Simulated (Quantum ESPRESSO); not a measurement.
pw.x input (Quantum ESPRESSO 7.5; LDA, PseudoDojo standard norm-conserving files, scalar-relativistic):

```
&CONTROL
  calculation = 'scf'
  pseudo_dir = './pseudo'
  outdir = './out'
  tprnfor = .true.
  tstress = .true.
/
&SYSTEM
  ibrav = 0
  nat = 2
  ntyp = 2
  ecutwfc = 72.0
  ecutrho = 288.0
  occupations = 'smearing'
  smearing = 'fd'
  degauss = 0.002
  nbnd = 12
/
&ELECTRONS
  conv_thr = 2e-10
/
ATOMIC_SPECIES
Cl 35.4500 Cl.upf
K 39.0983 K.upf
CELL_PARAMETERS angstrom
  0.000000000000   3.037663443000   3.037663443000
  3.037663443000   0.000000000000   3.037663443000
  3.037663443000   3.037663443000   0.000000000000
ATOMIC_POSITIONS crystal
Cl   0.500000000000   0.500000000000   0.500000000000
K   0.000000000000   0.000000000000   0.000000000000
K_POINTS automatic
8 8 8 0 0 0
```

End of the output:

```
     total energy              =     -92.93320425 Ry
     estimated scf accuracy    <       0.00000715 Ry
     total energy              =     -92.93320660 Ry
     estimated scf accuracy    <       0.00000033 Ry
     total energy              =     -92.93320672 Ry
     estimated scf accuracy    <       0.00000009 Ry
[...]
     the Fermi energy is     3.4224 ev
!    total energy              =     -92.93320674 Ry
     estimated scf accuracy    <          2.0E-10 Ry
     smearing contrib. (-TS)   =       0.00000000 Ry
     internal energy E=F+TS    =     -92.93320674 Ry
     The total energy is F=E-TS. E is the sum of the following terms:
     one-electron contribution =     -26.10773258 Ry
     hartree contribution      =      18.50740122 Ry
     xc contribution           =     -21.45713941 Ry
     ewald contribution        =     -63.87573597 Ry
     convergence has been achieved in   7 iterations
     Forces acting on atoms (cartesian axes, Ry/au):
     atom    1 type  1   force =     0.00000000    0.00000000   -0.00000000
     atom    2 type  2   force =     0.00000000    0.00000000   -0.00000000
     Total force =     0.000000     Total SCF correction =     0.000000
     Computing stress (Cartesian axis) and pressure
          total   stress  (Ry/bohr**3)                   (kbar)     P=       -0.08
  -0.00000057   0.00000000   0.00000000           -0.08        0.00        0.00
   0.00000000  -0.00000057   0.00000000            0.00       -0.08        0.00
   0.00000000   0.00000000  -0.00000057            0.00        0.00       -0.08
```
In a gapped system the printed Fermi energy is only some level inside the gap.

Geometry relaxed with LDA.
